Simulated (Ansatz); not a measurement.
C:
```
CELL_PARAMETERS angstrom
      0.00000     4.79434     4.79434
      4.79434     0.00000     4.79434
      4.79434     4.79434     0.00000
ATOMIC_POSITIONS crystal
  C  0.00000 0.00000 0.00000
  C  0.25000 0.25000 0.25000
  C  0.08892 0.08892 0.08892
  C  0.16108 0.16108 0.16108
  C  0.73324 0.08892 0.08892
  C  0.51676 0.16108 0.16108
  C  0.08892 0.73324 0.08892
  C  0.16108 0.51676 0.16108
  C  0.08892 0.08892 0.73324
  C  0.16108 0.16108 0.51676
```

Relaxed with r²SCAN. Special points in fractions of this cell's reciprocal vectors: Γ (0.000, 0.000, 0.000); X (0.500, 0.000, 0.500); U (0.625, 0.250, 0.625); K (0.375, 0.375, 0.750); L (0.500, 0.500, 0.500); W (0.500, 0.250, 0.750).

### Question
List the band energies nearest the valence-band maximum at these points for DFT-r²SCAN in the program Ansatz with PAW potentials.

### Answer
In eV from the valence-band maximum; about four levels below and three above (degenerate sets whole), none deeper than 8.9 eV; points with the same levels are listed once.

```tsv
k	below	above
Γ	-1.18 -1.18 -1.18 0.00 0.00 0.00	5.25 5.25 5.60 5.60 5.60
X	-0.71 -0.71 -0.38 -0.38	5.31 5.31 6.03 6.03
U	-0.74 -0.53 -0.51 -0.34	5.14 5.34 5.91
L	-0.98 -0.64 -0.64 0.00	5.13 5.46 5.46
W	-0.62 -0.62 -0.43 -0.43	5.19 5.19 6.36 6.36
```

Space group Fd-3m. The start of the workflow was typed in or built on a structure type. Its sites differ from those of the usual phase in this space group: another stacking or structure type. The cell was relaxed with r²SCAN under the symmetry of its start; its stability against distortions is not shown here.

Potentials: the later of the program's two PAW sets.
